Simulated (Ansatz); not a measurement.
NbC (rock salt, space group No. 225) at seven volumes, plane-wave PAW LDA (Ansatz code), scaled uniformly. One row is withheld.

```json
[
 {"V (Å³/atom)": "9.868", "P (GPa)": "38.28"},
 {"V (Å³/atom)": "10.194", "P (GPa)": "23.49"},
 {"V (Å³/atom)": "10.519", "P (GPa)": "10.84"},
 {"V (Å³/atom)": "10.844", "P (GPa)": "0.02"},
 {"V (Å³/atom)": "11.170", "P (GPa)": "-9.25"},
 {"V (Å³/atom)": "11.495", "P (GPa)": "?"},
 {"V (Å³/atom)": "11.820", "P (GPa)": "-23.95"}
]
```

Question: Fit the shown pressures and predict the withheld one.

Answer: P = (3/2)B₀(x^(7/2) − x^(5/2))[1 + (3/4)(B′ − 4)(x − 1)] with x = (V₀/V)^(2/3). Least squares on the six rows gives V₀ = 10.845 Å³/atom, B₀ = 333 GPa, B′ = 4.17. At V = 11.495, x = 0.9619 and P = -17.17 GPa. The run itself gave -17.18 GPa.

Space group Fm-3m (rock salt). The LDA relaxation kept the symmetry of its start; of distortions, only those at the zone centre were tested. The run is not spin-polarised.

Potentials: the later of the program's two PAW sets.
